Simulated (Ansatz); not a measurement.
The relaxed structure here is a generated cell of CoPdO2: the first start was made by placing the elements on the sites of a structure type, and the end was not matched to a known phase here, so it may be hypothetical.

A relaxed structure of CoPdO₂. Space group P1 (No. 1). Calculation: PBEsol (plane waves to 420 eV, PAW, scalar-relativistic; Ansatz, a quantum-chemistry and plane-wave program).

Space group P1 (No. 1); a = 2.791 Å, b = 3.816 Å, c = 8.898 Å, α = 80.12°, β = 87.85°, γ = 85.18°

| atom | site | symmetry | x | y | z |
|---|---|---|---|---|---|
| Co | 1a | 1 | 0.5406 | 0.5676 | 0.2830 |
| Co | 1a | 1 | 0.5591 | 0.6704 | 0.8258 |
| Pd | 1a | 1 | 0.9881 | 0.8809 | 0.0725 |
| Pd | 1a | 1 | 0.9702 | 0.9583 | 0.4842 |
| O | 1a | 1 | 0.7014 | 0.0759 | 0.2620 |
| O | 1a | 1 | 0.0501 | 0.8552 | 0.7090 |
| O | 1a | 1 | 0.0674 | 0.4748 | 0.9486 |
| O | 1a | 1 | 0.0261 | 0.4797 | 0.4272 |

Question: What magnetic moment does PBEsol give?

Answer: Net 0.21 μB/atom, ferromagnetic.

Spin state reached: ferromagnetic (net 0.21 μB/atom), from parallel starting moments; other spin orders were not run from this start. The d or f electrons are treated with no Hubbard U. A magnetic insulating state can be missed without it.

It was reached from a disturbed copy of a P4/mmm (No. 123) cell (AFLOW prototype ABC2_tP4_123_d_a_f (as in CaCuO2)), against which it lies -0.41 eV/atom.
